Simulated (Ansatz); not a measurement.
TePtSe:
```
CELL_PARAMETERS angstrom
      3.90571     0.00000     0.00000
     -1.95286     3.38245     0.00000
      0.00000     0.00000     5.17117
ATOMIC_POSITIONS crystal
  Te 0.00000 0.00000 0.26020
  Pt 0.33333 0.66667 0.99208
  Se 0.66667 0.33333 0.74772
```

Relaxed with r²SCAN+D4.

Task: Map the valence electron density (e/Å³), cut off at 2 on the plane through (0.000, 0.000, 0.260) spanned by u = [0, 0, 1] and v = [1, -1, 0] in lattice vectors, from r²SCAN+D4 (plane waves, PAW; program Ansatz).

Result: x is the fraction of u, y of v (the angle between them is 90°; rows are the nearest grid lines); atoms in the plane: Te at (0.00, 0.00), Pt at (0.73, 0.33), Se at (0.49, 0.67).
```
|@@@@*-.             .:+@@@@|
|@@@@+:.             .:=@@@@|
|@@@=:..             ..:=@@@|
|++-::.               ..:-++|
|...       .......      ....|
|        ..::---::.         |
|       .:-%@@@@@=:.        |
|       .:+@@@@@@#-.        |
|       .-*@@@@@@@-..       |
|       .:+@@@@@@*-..       |
|        .:-=*#+=-:..       |
|         .::----::....     |
|            ...::-=++=:..  |
|             ..:=%@@@@+-.. |
|             .-#@@@@@@@%-. |
|             .-@@@@@@@@@=. |
|             .-@@@@@@@@@-. |
|             .:+@@@@@@@+:. |
|..            ..-+#%#+-::..|
|....           ..::--:::::.|
|*+-:..             ..::-=+*|
|@@@=:..             .:-=@@@|
|@@@@+:.             .:=@@@@|
|@@@@*-.             .:+@@@@|
```
Scale: ten equal steps from 0.020 (start of ' ') to 2.00 (end of '@'), in the order ' .:-=+*#%@'; x runs from 0.000 to 1.00, y from 0.000 (bottom) to 1.00 (top).

The density is the valence pseudo-density with augmentation charge, so density and ELF within about 1 Å of a nucleus are not all-electron values.

Space group P3m1. The first step of the workflow began from a Materials Project structure, measured or hypothetical; the Crystallography Open Database copy checked does not list it. With Te and Se taken as one species the cell has the higher symmetry P-3m1, so it may be an ordered model of a mixed-site phase. Its standing as an ambient phase is unchecked. Symmetry was held in the r²SCAN+D4 relaxation; its stability against distortions is not shown here. No spin polarisation was allowed. Scalar-relativistic: spin–orbit coupling is off unless named, which matters more the heavier the elements.

Potentials: the later of the program's two PAW sets.
